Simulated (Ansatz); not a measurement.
Relaxed ZnS (zinc blende):

```
CELL_PARAMETERS angstrom
      0.00000     2.67833     2.67833
      2.67833     0.00000     2.67833
      2.67833     2.67833     0.00000
ATOMIC_POSITIONS crystal
  S  0.75000 0.75000 0.75000
  Zn 0.00000 0.00000 0.00000
```

In this cell atom 2 (Zn, nearest neighbour S at 2.320 Å; its periodic images, 3.8 Å or more away, move with it) is moved by u·(1.000, 0.000, 0.000) + v·(0.000, 1.000, 0.000); the rest is frozen.

These are PBEsol (plane waves to 420 eV, PAW, scalar-relativistic; Ansatz, a first-principles code) values and carry that method's errors. k mesh 9×9×9 (Γ-centred), Fermi-Dirac smearing 0.05 eV. Energies are smeared free energies. Points where atoms come too close for the PAW data are left out (x in tables, blank in figures). ZnS was relaxed with its symmetry unable to fall.

Changes of ΔE (meV/cell) from the point u = 0.000 Å, v = 0.000 Å when one coordinate moves alone (two changes are said to add if the coupling is within 5 % of the smaller one, nearly so within 20 %):

| point | change |
|---|---|
| u = 0.000 Å, v = -0.770 Å | 1491.2 |
| u = 0.000 Å, v = -0.385 Å | 434.6 |
| u = -0.770 Å, v = 0.000 Å | 1491.2 |
| u = -0.385 Å, v = 0.000 Å | 434.6 |
| u = 0.385 Å, v = 0.000 Å | 434.6 |
| u = 0.770 Å, v = 0.000 Å | 1491.2 |
| u = 0.000 Å, v = 0.385 Å | 434.6 |
| u = 0.000 Å, v = 0.770 Å | 1491.2 |

What is the change at u = 0.385 Å, v = -0.385 Å, where both move, and how far is it from the sum?

The sum of the single changes is 434.6 + (434.6) = 869.2; the calculation gives 1133.3, so the coupling contributes 264.1 (over 20 % of the smaller single change, not additive).

What is the change at u = -0.770 Å, v = 0.385 Å, where both move, and how far is it from the sum?

The sum of the single changes is 1491.2 + (434.6) = 1925.8; the calculation gives 2884.7, so the coupling contributes 958.9 (over 20 % of the smaller single change, not additive).

(For displaced atoms, the force is minus the slope of the energy, and its curvature is a force constant, which sets phonon frequencies.)
